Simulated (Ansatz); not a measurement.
Computed with DFT PBE, scalar-relativistic, plane waves, PAW in Ansatz 0.2.0. Settings: cutoff 420 eV, Γ-centred meshes spaced at most about 0.3 Å⁻¹, and about 0.25 Å⁻¹ or finer for metals (2π included), Gaussian smearing. No spin polarisation in the final relaxations.

Temperature and zero-point effects are left out. Lower structures may exist.

Question: Order these relaxed structures of Bi2Te2O by energy, lowest first, with the energy over the lowest of them.
A.

```xyz
5
Lattice="-3.0862 3.0862 5.1859 3.0862 -3.0862 5.1859 3.0862 3.0862 -5.1859" Properties=species:S:1:pos:R:3 pbc="T T T"
Bi    0.0000    0.0000    8.2615
Bi    0.0000    0.0000    2.1103
Te    0.0000    0.0000    5.1859
Te    3.0862    0.0000    2.5930
O     0.0000    0.0000    0.0000
```

B.

```xyz
10
Lattice="4.2260 0.0000 0.0000 0.0000 4.2260 0.0000 0.0000 0.0000 16.3795" Properties=species:S:1:pos:R:3 pbc="T T T"
Bi    2.1130    0.0000    2.4120
Bi    0.0000    2.1130   13.9675
Bi    0.0000    2.1130    7.0024
Bi    2.1130    0.0000    9.3770
Te    0.0000    2.1130    1.5197
Te    2.1130    0.0000   14.8597
Te    2.1130    0.0000    5.3061
Te    0.0000    2.1130   11.0734
O     0.0000    0.0000    8.1897
O     2.1130    2.1130    8.1897
```

C.

```xyz
5
Lattice="5.8493 0.0000 0.0000 0.0000 5.8493 0.0000 0.0000 0.0000 4.3350" Properties=species:S:1:pos:R:3 pbc="T T T"
Bi    0.0000    2.9246    1.0091
Bi    2.9246    0.0000    3.3259
Te    0.0000    0.0000    2.1675
Te    2.9246    2.9246    0.0000
O     0.0000    0.0000    0.0000
```

D.

```xyz
5
Lattice="5.4591 0.0000 0.0000 -2.7295 4.7277 0.0000 0.0000 0.0000 7.5073" Properties=species:S:1:pos:R:3 pbc="T T T"
Bi    0.0000    0.0000    1.6541
Bi    0.0000    0.0000    5.8532
Te    0.0000    3.1518    0.0000
Te    2.7295    1.5759    0.0000
O     0.0000    0.0000    3.7537
```

Answer: B (0 meV/atom), C (409 meV/atom), D (523 meV/atom), A (546 meV/atom). Forms: B P4/nmm; C P-4m2; D P6/mmm; A I-4m2. Counting O or Te atoms around Bi (for each partner element, those within 1.25 times its shortest distance or 1.15 times the sum of covalent radii, where it is the nearest in units of that sum or under 1.3; a plus sign parts groups by distance over the sum of covalent radii; a slash parts the counts of unlike sites): B has Bi 5/8+1; C has Bi 4; D has Bi 1+6; A has Bi 4.

Weakly bound directions are ill-defined at this level, which has no dispersion term (P4/nmm), and this can change margins and order among such cells. Spin–orbit coupling, which can matter for Bi and Te, is left out. The P4/nmm cell at 29.3 Å³/atom was relaxed from a Materials Project cell. Cells relaxed within their symmetry can be saddle points. Some structure types and database cells were kept out of the candidates from the start, so a known form may be missing.
